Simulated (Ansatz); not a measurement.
ZnCu₂SnS₄:
```yaml
crystal:
  lattice:
    - [-2.70232, 2.70232, 5.42594]
    - [2.70232, -2.70232, 5.42594]
    - [2.70232, 2.70232, -5.42594]
  atoms:
    - { symbol: Zn, position: [0.00000, 0.00000, 0.00000] }
    - { symbol: Cu, position: [0.25000, 0.75000, 0.50000] }
    - { symbol: Cu, position: [0.75000, 0.25000, 0.50000] }
    - { symbol: Sn, position: [0.50000, 0.50000, 0.00000] }
    - { symbol: S, position: [0.89044, 0.37529, 0.00000] }
    - { symbol: S, position: [0.62471, 0.62471, 0.51515] }
    - { symbol: S, position: [0.37529, 0.89044, 0.00000] }
    - { symbol: S, position: [0.10956, 0.10956, 0.48485] }
```

Relaxed with r²SCAN. Special points in fractions of this cell's reciprocal vectors: Γ (0.000, 0.000, 0.000); X (0.000, 0.000, 0.500); P (0.250, 0.250, 0.250); N (0.000, 0.500, 0.000); M (0.500, 0.500, -0.500); S (0.312, 0.688, -0.312); S0 (-0.312, 0.312, 0.312); R (-0.124, 0.124, 0.500); G (0.500, 0.500, -0.124).

List the band energies nearest the valence-band maximum at these points for the program Ansatz at the r²SCAN level (PAW).

In eV from the valence-band maximum; about four levels below and three above (degenerate sets whole), none deeper than 8.9 eV; points with the same levels are listed once.

```
k                    below                above
-  -----------------------  -------------------
Γ    -1.60 -0.17 0.00 0.00       0.33 2.11 3.41
X  -1.36 -0.54 -0.49 -0.41       0.71 2.85 3.08
P  -1.02 -1.02 -0.46 -0.44  0.95 2.69 3.86 3.86
N  -1.18 -1.12 -0.83 -0.78       1.83 3.39 3.71
M  -1.41 -1.24 -0.63 -0.63       1.39 2.13 2.13
S  -1.29 -1.26 -0.91 -0.52       1.73 2.63 3.48
R  -1.22 -0.74 -0.68 -0.45       1.00 3.24 3.31
```

Space group I-42m. The first step of the workflow began from a Materials Project structure, measured or hypothetical; the Crystallography Open Database copy checked does not list it. It is not the phase usual at ambient conditions (space group No. 82). The cell was relaxed with r²SCAN under the symmetry of its start; whether a distortion lowers the energy is not shown. No spin polarisation was allowed. Spin–orbit coupling is left out wherever it is not named.

Potentials: the later of the program's two PAW sets.
